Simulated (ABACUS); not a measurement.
Band structure of Si2W (I4/mmm, 3 atoms in the cell; from Materials Project mp-1620, lattice scaled a little).

```
CELL_PARAMETERS angstrom
     -1.62344     1.62344     3.94004
      1.62344    -1.62344     3.94004
      1.62344     1.62344    -3.94004
ATOMIC_POSITIONS crystal
  Si 0.33499 0.33499 0.00000
  Si 0.66501 0.66501 0.00000
  W  0.00000 0.00000 0.00000
```

Method: PBE, numerical atomic orbitals DZP (confined pseudo-atomic orbitals with Gaussian additions; energy shift 0.003 Ry), PseudoDojo 0.5 standard norm-conserving PBE (tails mended) pseudopotentials run with ABACUS.

Settings: basis = DZP numerical atomic orbitals, energy shift 0.003 Ry; KPT = Gamma 12 12 12 0 0 0; basis_type = lcao; dft_functional = PBE; ecutwfc = 100 Ry; smearing_method = fd; smearing_sigma = 0.00734986 Ry; potentials = PseudoDojo 0.5 standard norm-conserving PBE (tails mended); symmetry = 1; symmetry_prec = 1e-05; nbands = 23; ks_solver = genelpa; scf_nmax = 100; scf_thr = 1.0e-06.

Spin-orbit coupling is left out, which matters for bands and gaps with elements this heavy. The atom-centred basis is finite, which shifts total energies, pressures and forces against plane waves. The structure comes from a collection of computed structures, made at another level of theory; the collection holds predicted forms beside known ones. Its lattice was then scaled.

Points are given in units of this cell's reciprocal vectors. Levels in eV from the Fermi level, bands 8 to 13:
```json
[
 {"point": "Γ (0 0 0)", "8": "-3.21", "9": "-2.78", "10": "-2.78", "11": "0.55", "12": "2.64", "13": "2.97"},
 {"point": "X (0 0 0.5)", "8": "-5.50", "9": "-4.94", "10": "-3.14", "11": "-1.80", "12": "2.79", "13": "2.81"},
 {"point": "Y (-0.085 0.085 0.5)", "8": "-5.06", "9": "-4.04", "10": "-3.01", "11": "-2.34", "12": "1.97", "13": "2.06"},
 {"point": "S (-0.292 0.292 0.292)", "8": "-2.98", "9": "-2.68", "10": "-2.38", "11": "-0.31", "12": "1.81", "13": "2.47"},
 {"point": "Z (0.5 0.5 -0.5)", "8": "-2.52", "9": "-0.85", "10": "-0.85", "11": "-0.47", "12": "-0.47", "13": "0.73"},
 {"point": "S1 (0.292 0.708 -0.292)", "8": "-2.98", "9": "-2.68", "10": "-2.38", "11": "-0.31", "12": "1.81", "13": "2.47"},
 {"point": "N (0 0.5 0)", "8": "-4.79", "9": "-2.78", "10": "-2.68", "11": "-0.43", "12": "2.57", "13": "2.75"},
 {"point": "P (0.25 0.25 0.25)", "8": "-6.43", "9": "-3.00", "10": "-2.40", "11": "-2.40", "12": "0.03", "13": "2.81"},
 {"point": "Y1 (0.5 0.5 -0.085)", "8": "-5.06", "9": "-4.04", "10": "-3.01", "11": "-2.34", "12": "1.97", "13": "2.06"}
]
```

2 bands cross the Fermi level along this path, so the cell has no gap at this level.

Higher empty bands are left out: an atom-centred basis made for the valence describes them poorly.

The atomic orbitals were generated for these runs; they are not ABACUS's published sets and were checked against plane waves on a few crystals only.

“Tails mended”: in these copies of the files the far tail of each local potential was reset to the Coulomb form.
